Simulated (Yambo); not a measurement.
CdTe (zinc blende, space group F-43m, No. 216), G0W0@PBEsol in Yambo (4×4×4 mesh, plasmon pole; 10 Ry block, no terminator). The number N of bands in W and G is varied.

```json
[
 {"N": "60", "x = 1/N": "0.01667", "gap Γ → Γ (eV)": "1.884", "shift of the valence edge (eV)": "-0.664"},
 {"N": "91", "x = 1/N": "0.01099", "gap Γ → Γ (eV)": "1.806", "shift of the valence edge (eV)": "-0.823"},
 {"N": "128", "x = 1/N": "0.00781", "gap Γ → Γ (eV)": "1.802", "shift of the valence edge (eV)": "-0.947"},
 {"N": "165", "x = 1/N": "0.00606", "gap Γ → Γ (eV)": "?", "shift of the valence edge (eV)": "?"}
]
```

**Question.** Basis-set arguments suggest E = E∞ + A x. Fix A and E∞ from the two rows above the withheld one, predict the row at 165 bands, and test the form.

**Answer.** Gap: A = (1.802 − (1.806))/(0.00781 − 0.01099) = 1.26, E∞ = 1.792 eV, so 1.800 eV is predicted; the run gave 1.809 eV (miss 9 meV). The first two rows have slope 13.7, so the form doesn't hold yet over the whole range. Shift: A = (-0.947 − (-0.823))/(0.00781 − 0.01099) = 39.0, E∞ = -1.252 eV, so -1.015 eV is predicted; the run gave -1.022 eV (miss 7 meV). The first two rows have slope 28.0, so the form doesn't hold yet over the whole range. The other settings are held fixed.

The standard potential for Te keeps a d shell in the valence without the s and p states of that shell. In tests on such compounds this moved G0W0 gaps by up to about 0.9 eV, so absolute quasiparticle energies here are unreliable; differences between settings are what counts.

Spin-orbit coupling is not included.

Geometry relaxed with PBEsol; primitive cell a = b = c = 4.589 Å, α = β = γ = 60.00°.

A shift is the quasiparticle energy of the state minus its PBEsol energy.
